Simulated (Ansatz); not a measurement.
Starting cell, Ca₂Si (space group Pnma):

```
Ca2Si
1.0
    7.27248     0.00000     0.00000
    0.00000     4.74909     0.00000
    0.00000     0.00000     8.81450
Ca Si
8 4
Direct
  0.33852   0.75000   0.07518
  0.66148   0.25000   0.92482
  0.16148   0.25000   0.57518
  0.83852   0.75000   0.42482
  0.01869   0.25000   0.18500
  0.98131   0.75000   0.81500
  0.48131   0.75000   0.68500
  0.51869   0.25000   0.31500
  0.75044   0.25000   0.60288
  0.24956   0.75000   0.39712
  0.74956   0.75000   0.10288
  0.25044   0.25000   0.89712
```

A phonon eigenvector at Γ is frozen into this cell: atom i moves by Q times the vector below, so Q is the largest atomic displacement, in Å. The cell is held.

| atom | x | y | z |
|---|---|---|---|
| Ca1 | 0.358 | 0.000 | -0.074 |
| Ca2 | 0.358 | 0.000 | -0.074 |
| Ca3 | -0.358 | 0.000 | -0.074 |
| Ca4 | -0.358 | 0.000 | -0.074 |
| Ca5 | -0.989 | 0.000 | 0.146 |
| Ca6 | -0.989 | 0.000 | 0.146 |
| Ca7 | 0.989 | 0.000 | 0.146 |
| Ca8 | 0.989 | 0.000 | 0.146 |
| Si9 | -0.237 | 0.000 | -0.102 |
| Si10 | -0.237 | 0.000 | -0.102 |
| Si11 | 0.237 | 0.000 | -0.102 |
| Si12 | 0.237 | 0.000 | -0.102 |

Method: LDA (plane waves to 420 eV, PAW, scalar-relativistic; Ansatz, a program for electronic structure). k mesh 4×6×3 (Γ-centred), Fermi-Dirac smearing 0.05 eV. E stands for the smeared free energy. Stress and pressure are positive under compression. Ca2Si was relaxed with its symmetry unable to fall. The zero of ΔE is the undisplaced structure.

```csv
Q (Å),ΔE (meV/cell),−dE/dQ from forces (eV/Å),P (GPa)
-0.280,1283,9.152,0.94
-0.233,892,7.637,0.66
-0.187,571,6.113,0.42
-0.140,321,4.586,0.24
-0.093,143,3.058,0.11
-0.047,36,1.529,0.03
0.000,0,0.000,0.00
0.047,36,-1.529,0.03
0.093,143,-3.058,0.11
0.140,321,-4.586,0.24
0.187,571,-6.113,0.42
0.233,892,-7.637,0.66
0.280,1283,-9.152,0.94
```

Summary:

- Energy at Q = 0.280 Å = 1283 meV/cell
- Space group of the distorted cell = Pmn2_1 (No. 31), lowered from Pnma
- Symmetry of the curve = even: the same for both signs
- Shape of the curve = a single well with its minimum at or next to zero displacement
- Harmonic wavenumber from the curvature (finite differences) = 217 cm⁻¹
- Wavenumber by perturbation theory (DFPT, on another k mesh) = 217 cm⁻¹

The 13 points together took roughly 9 core-minutes.

(A displaced cell: forces are minus the slopes of the energy, force constants its curvatures, and phonons follow from these.)
